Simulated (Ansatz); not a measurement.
PtSe in the rocksalt structure

Computed with Ansatz (plane waves, PAW, 420 eV cutoff): PBEsol, scalar-relativistic, collinear spin, Γ-centred 10×10×10 mesh, 0.05 eV Gaussian smearing. The datasets are Ansatz's generated set soft_2.

```xyz
2
Lattice="0.0000 2.6059 2.6059 2.6059 0.0000 2.6059 2.6059 2.6059 0.0000" Properties=species:S:1:pos:R:3 pbc="T T T"
Pt    2.6059    2.6059    2.6059
Se    0.0000    0.0000    0.0000
```

The cell came from substitution into a structure type; whether the compound takes it is for experiment to say.

Magnetic state: non-magnetic, site spin moments none.

The cell above was scaled in volume, its shape and atoms being fixed by the lattice's symmetry. Energies are counted from the cell above.

| V (Å³/atom) | ΔE (meV/atom) | P from the stress (GPa) |
| --- | --- | --- |
| 16.988 | 14.32 | 6.87 |
| 17.342 | 3.33 | 3.19 |
| 17.696 | 0.00 | -0.06 |
| 18.050 | 3.47 | -2.93 |
| 18.404 | 12.88 | -5.44 |

Do the energies and the pressures agree? Compare −ΔE/ΔV between neighbouring points (1 meV/Å³ = 0.1602 GPa) with the mean of their pressures.

| interval (Å³/atom) | −ΔE/ΔV (GPa) | mean P (GPa) |
| --- | --- | --- |
| 16.99 to 17.34 | 5.0 | 5.0 |
| 17.34 to 17.70 | 1.5 | 1.6 |
| 17.70 to 18.05 | -1.6 | -1.5 |
| 18.05 to 18.40 | -4.3 | -4.2 |
They differ by 0.08 GPa at most.

What do the two routes give for V0, B0 and B0′?

A third-order Birch–Murnaghan fit of the energies: V0 = 17.68 Å³/atom, B0 = 154 GPa, B0′ = 5.3. A polynomial of P in ln V, with B = −dP/d ln V at P = 0: V0 = 17.69 Å³/atom, B0 = 153 GPa, B0′ = 5.4.

B0·V0 = 153.6 GPa × 17.68 Å³ = 16.95 eV/atom sets the scale: near the minimum ΔE ≈ ½ B0 V0 x², with x = V/V0 − 1, and a pressure of 1.5 GPa squeezes the volume by about 1 %. At the ends of the curve: x = −3.9 % predicts 13.2 meV/atom and the run gives 14.3; x = +4.1 % predicts 14.0 meV/atom and the run gives 12.9. The curve is steeper than the parabola on the compressed side and flatter on the expanded side: the bulk modulus rises with pressure.

These numbers lack spin–orbit coupling. The starting moments died out; a magnetic state reached from other starts isn't excluded. The run is a metal.
